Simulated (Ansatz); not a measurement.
Values for one crystal, relaxed and computed with PBEsol in the plane-wave PAW code Ansatz; other levels are named.

| Property | Value |
|---|---|
| Volume per atom | 19.80 Å³ |
| Electronic character | metallic (no gap) |
| Elastic constants (relaxed ions, GPa) | C11 = 213, C12 = 32.2, C44 = 41.3 |
| Gap with spin–orbit coupling | none (metallic) |
| Density of states at the Fermi level | 0.13 states/eV per atom (mean over ±0.08 eV) |
| Debye temperature from the elastic constants | 411 K |
| Bulk modulus (Birch–Murnaghan fit) | 92.6 GPa |

**Question.** Which compound is it?
(A) VN, rock salt
(B) EuS, rock salt
(C) ScAs, rock salt
(D) PrN, rock salt

**Answer.** C, ScAs, rock salt

Space group Fm-3m (rock salt). The workflow started from an entry of the Crystallography Open Database (COD). Its standing as an ambient phase is unchecked. The cell was relaxed with PBEsol under the symmetry of its start; its stability against distortions is not shown here. No spin polarisation was allowed. As this level gives no gap, shear constants depend on the k-mesh and smearing (Fermi–Dirac, 0.1 eV here). Scalar-relativistic: spin–orbit coupling is off unless named, which matters more the heavier the elements.

Potentials: the later of the program's two PAW sets.
